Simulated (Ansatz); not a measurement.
BeSe (zinc blende)

```
CELL_PARAMETERS angstrom
      0.00000     2.58889     2.58889
      2.58889     0.00000     2.58889
      2.58889     2.58889     0.00000
ATOMIC_POSITIONS crystal
  Se 0.75000 0.75000 0.75000
  Be 0.00000 0.00000 0.00000
```

Grid over V/V₀ and (c/a)/(c/a)₀, subscript 0 meaning the relaxed cell; the conventional c axis lies along z; no internal relaxation.

Method: PBE (plane waves to 420 eV, PAW, scalar-relativistic; Ansatz, a first-principles code). k mesh 11×11×11 (Γ-centred), Fermi-Dirac smearing 0.05 eV. Compression counts positive. BeSe was relaxed with its symmetry unable to fall. 

```json
[
 {"P (GPa)": "(c/a)/(c/a)₀ = 0.880", "V/V₀ = 0.960": "3.08", "V/V₀ = 0.973": "1.91", "V/V₀ = 0.987": "___", "V/V₀ = 1.000": "-0.21", "V/V₀ = 1.013": "___", "V/V₀ = 1.027": "-2.07", "V/V₀ = 1.040": "-2.91"},
 {"P (GPa)": "(c/a)/(c/a)₀ = 0.920", "V/V₀ = 0.960": "3.23", "V/V₀ = 0.973": "2.05", "V/V₀ = 0.987": "___", "V/V₀ = 1.000": "-0.08", "V/V₀ = 1.013": "___", "V/V₀ = 1.027": "-1.95", "V/V₀ = 1.040": "-2.80"},
 {"P (GPa)": "(c/a)/(c/a)₀ = 0.960", "V/V₀ = 0.960": "3.30", "V/V₀ = 0.973": "2.12", "V/V₀ = 0.987": "1.02", "V/V₀ = 1.000": "-0.02", "V/V₀ = 1.013": "-0.99", "V/V₀ = 1.027": "-1.89", "V/V₀ = 1.040": "-2.75"},
 {"P (GPa)": "(c/a)/(c/a)₀ = 1.000", "V/V₀ = 0.960": "3.32", "V/V₀ = 0.973": "2.14", "V/V₀ = 0.987": "1.03", "V/V₀ = 1.000": "0.00", "V/V₀ = 1.013": "-0.97", "V/V₀ = 1.027": "-1.88", "V/V₀ = 1.040": "-2.73"},
 {"P (GPa)": "(c/a)/(c/a)₀ = 1.040", "V/V₀ = 0.960": "3.31", "V/V₀ = 0.973": "2.13", "V/V₀ = 0.987": "1.02", "V/V₀ = 1.000": "-0.01", "V/V₀ = 1.013": "-0.98", "V/V₀ = 1.027": "-1.89", "V/V₀ = 1.040": "-2.74"},
 {"P (GPa)": "(c/a)/(c/a)₀ = 1.080", "V/V₀ = 0.960": "3.28", "V/V₀ = 0.973": "2.10", "V/V₀ = 0.987": "1.00", "V/V₀ = 1.000": "-0.04", "V/V₀ = 1.013": "-1.00", "V/V₀ = 1.027": "-1.91", "V/V₀ = 1.040": "-2.76"},
 {"P (GPa)": "(c/a)/(c/a)₀ = 1.120", "V/V₀ = 0.960": "3.25", "V/V₀ = 0.973": "2.07", "V/V₀ = 0.987": "0.97", "V/V₀ = 1.000": "-0.06", "V/V₀ = 1.013": "-1.02", "V/V₀ = 1.027": "-1.93", "V/V₀ = 1.040": "-2.77"}
]
```

Question: What belongs in the gaps?

Answer: 
- (c/a)/(c/a)₀ = 0.880, V/V₀ = 0.987: 0.82
- (c/a)/(c/a)₀ = 0.880, V/V₀ = 1.013: -1.17
- (c/a)/(c/a)₀ = 0.920, V/V₀ = 0.987: 0.95
- (c/a)/(c/a)₀ = 0.920, V/V₀ = 1.013: -1.05

(A scan under strain: stresses follow from slopes of the energy per volume, elastic moduli from its curvatures.)
